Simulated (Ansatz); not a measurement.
HgO:
```
CELL_PARAMETERS angstrom
      3.52143     0.00000     0.00000
     -1.76071     3.04965     0.00000
      0.00000     0.00000     8.61737
ATOMIC_POSITIONS crystal
  Hg 0.24604 0.24604 0.50000
  Hg 0.75396 0.00000 0.83333
  Hg 0.00000 0.75396 0.16667
  O  0.53477 0.53477 0.00000
  O  0.46523 0.00000 0.33333
  O  0.00000 0.46523 0.66667
```

Relaxed with LDA. Special points in fractions of this cell's reciprocal vectors: Γ (0.000, 0.000, 0.000); M (0.500, 0.000, 0.000); K (0.333, 0.333, 0.000); A (0.000, 0.000, 0.500); L (0.500, 0.000, 0.500); H (0.333, 0.333, 0.500).

**Question.** List the band energies nearest the valence-band maximum at these points for LDA with spin–orbit coupling (plane waves, PAW; program Ansatz).

**Answer.** In eV from the valence-band maximum; about four levels below and three above (degenerate sets whole), none deeper than 8.9 eV; points with the same levels are listed once.

```
k                    below                above
-  -----------------------  -------------------
Γ  -0.24 -0.24 -0.24 -0.24  1.33 1.33 3.32 3.32
M  -0.58 -0.58 -0.45 -0.45  3.10 3.10 3.85 3.85
K  -0.73 -0.63 -0.63 -0.55       4.37 4.37 4.54
A  -0.28 -0.28 -0.23 -0.23  1.92 1.92 2.02 2.02
L  -0.60 -0.60 -0.32 -0.32  3.08 3.08 3.61 3.61
H  -1.52 -1.43 -0.15 -0.15  4.49 4.51 4.55 4.55
```

Space group P3_121. The workflow started from a Materials Project entry (that database holds measured and hypothetical structures alike); the Crystallography Open Database copy checked does not list it. COD files the formula under space group No. 44, 62, so this cell is another polymorph or a model. Its standing as an ambient phase is unchecked. The cell was relaxed with LDA under the symmetry of its start; its stability against distortions is not shown here. A crystal of weakly bound chains computed without a dispersion correction: the cell and the soft elastic constants depend strongly on that.

Potentials: the later of the program's two PAW sets.
